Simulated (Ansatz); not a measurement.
**GaReSi — electric field gradients**

The cell is an entry of the Crystallography Open Database (COD) whose atoms were relaxed with PBE, the cell held.

```
CELL_PARAMETERS angstrom
3.19420 0.00000 0.00000
0.00000 3.19420 0.00000
0.00000 0.00000 8.05400
ATOMIC_POSITIONS crystal
Ga 0.50000 0.00000 0.91448
Ga 0.00000 0.50000 0.08552
Si 0.00000 0.50000 0.41551
Si 0.50000 0.00000 0.58449
Re 0.00000 0.50000 0.72968
Re 0.50000 0.00000 0.27032
```

Atom numbers follow the list; atoms alike are taken as one site, whose name carries the number of the first.

All values are calculated (Ansatz; DFT, r2SCAN, plane waves and PAW, scalar-relativistic, 500 eV cutoff, Γ-centred 10×10×4 k-points, Fermi–Dirac smearing 0.05 eV), not measured.

V_zz is the principal component of the electric field gradient with the largest magnitude, η = (V_xx − V_yy)/V_zz and C_Q = eQV_zz/h. Directions are in the Cartesian axes of the cell vectors above, for the atom listed; none is given where the gradient is under 0.02 or η is above 0.95.

**Question.** What field gradients does the calculation give at each kind of site?

**Answer.** 

```
site  first atom                                               first shell  V_zz (10²¹ V/m²)     η  direction of V_zz (x, y, z)
  Ga           1  8 Ga at 2.65–3.19 Å, 1 Si at 2.66 Å, 5 Re at 2.70–2.87 Å             -3.36  0.00               0.00 0.00 1.00
  Si           3       5 Re at 2.53–2.54 Å, 4 Si at 2.64 Å, 1 Ga at 2.66 Å             -1.65  0.00               0.00 0.00 1.00
  Re           5  5 Si at 2.53–2.54 Å, 5 Ga at 2.70–2.87 Å, 4 Re at 3.19 Å            -19.43  0.00               0.00 0.00 1.00
```

An axis of threefold or higher order runs through Ga, Si and Re, so V_zz lies along it and η is zero.

Spin–orbit coupling is left out, which shifts gradients on Re by a few per cent in wide-gap crystals, and can shift them far more where the calculated gap is small or absent, as here. With a gap of 0.3 eV under a smearing of 0.05 eV the band edges are partly filled, so small gradients can hang on the smearing and the k-mesh.

Hardware: 1 thread of Arm Neoverse V2 (aarch64; 32 cores open to the job, memory cap 3.0 GiB, no GPU), a shared host with a load of 0.5 a core. Wall time 34 s, CPU time 34 s, peak memory 0.63 GiB.
